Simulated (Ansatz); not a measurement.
These are results of DFT PBE, scalar-relativistic, plane waves, PAW, and for the lanthanide a 4f-in-core norm-conserving potential (Ansatz 0.2.0), not measurements. Settings: cutoff 630 eV, Γ-centred meshes spaced at most about 0.3 Å⁻¹, and about 0.25 Å⁻¹ or finer for metals (2π included), Gaussian smearing. No spin polarisation in the final relaxations.

Temperature and zero-point effects are left out.

Two relaxed structures of Li₃Dy:

A.

```cif
data_structure
_symmetry_space_group_name_H-M 'P4/mmm'
_symmetry_Int_Tables_number 123
_cell_length_a 5.3804
_cell_length_b 5.3804
_cell_length_c 3.2888
_cell_angle_alpha 90.000
_cell_angle_beta 90.000
_cell_angle_gamma 90.000
_cell_volume 95.21
loop_
_atom_site_label
_atom_site_type_symbol
_atom_site_symmetry_multiplicity
_atom_site_Wyckoff_symbol
_atom_site_fract_x
_atom_site_fract_y
_atom_site_fract_z
_atom_site_occupancy
Li1 Li 1 c 0.50000 0.50000 0.00000 1
Li2 Li 2 e 0.50000 0.00000 0.50000 1
Dy1 Dy 1 a 0.00000 0.00000 0.00000 1
```

B.

```cif
data_structure
_symmetry_space_group_name_H-M 'Fm-3m'
_symmetry_Int_Tables_number 225
_cell_length_a 7.1715
_cell_length_b 7.1715
_cell_length_c 7.1715
_cell_angle_alpha 90.000
_cell_angle_beta 90.000
_cell_angle_gamma 90.000
_cell_volume 368.84
loop_
_atom_site_label
_atom_site_type_symbol
_atom_site_symmetry_multiplicity
_atom_site_Wyckoff_symbol
_atom_site_fract_x
_atom_site_fract_y
_atom_site_fract_z
_atom_site_occupancy
Li1 Li 4 b 0.50000 0.00000 0.00000 1
Li2 Li 8 c 0.25000 0.75000 0.75000 1
Dy1 Dy 4 a 0.00000 0.00000 0.00000 1
```

Question: Which is lower in energy, and by how much?

Answer: A is lower, by 44 meV/atom. A has space group P4/mmm (No. 123), 23.8 Å³/atom and no gap on its mesh; B has the BiF3 (D0_3) type, space group Fm-3m (No. 225), 23.1 Å³/atom and no gap. Counting all near atoms (those within 1.25 times the shortest distance at each site; a plus sign parts nearer from farther groups), A has Li 10+4, Dy 10+4 and B has Li 8+6, Dy 8+6. The lower one is the more open, so pressure narrows the difference. Even the lower one lies +0.18 eV/atom against the reference forms of the elements (uncorrected), so neither is stable at this level. Both come from invented guesses. A third cell relaxed alike, in P4/mmm, lies 75 meV/atom below the lower of the two.

Cells relaxed within their symmetry can be saddle points.

The lanthanide is trivalent by construction, without f bands, f moments or other valences.
